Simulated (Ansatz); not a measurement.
Nb:
```
Nb
1.0
   -1.63502     1.63502     1.63502
    1.63502    -1.63502     1.63502
    1.63502     1.63502    -1.63502
Nb
1
Direct
  0.00000   0.00000   0.00000
```

Relaxed with PBEsol. Special points in fractions of this cell's reciprocal vectors: Γ (0.000, 0.000, 0.000); H (0.500, -0.500, 0.500); N (0.000, 0.000, 0.500); P (0.250, 0.250, 0.250).

Problem. List the band energies nearest the Fermi level at these points for the program Ansatz at the PBEsol level (PAW).

Solution. In eV from the Fermi level; about four levels below and three above (degenerate sets whole), none deeper than 8.9 eV; … stands for higher levels left out; points with the same levels are listed once.

| k | below | above |
|---|---|---|
| Γ | -5.98 | 0.36 0.36 0.36 |
| H | -3.91 -3.91 | … |
| N | -3.85 -1.75 | 2.44 3.42 … |
| P | -1.10 -1.10 -1.10 | … |

Space group Im-3m (bcc (W type)). The PBEsol relaxation kept the symmetry of its start. No spin polarisation was allowed. Spin–orbit coupling is left out wherever it is not named.

Potentials: the earlier of the program's two PAW sets.
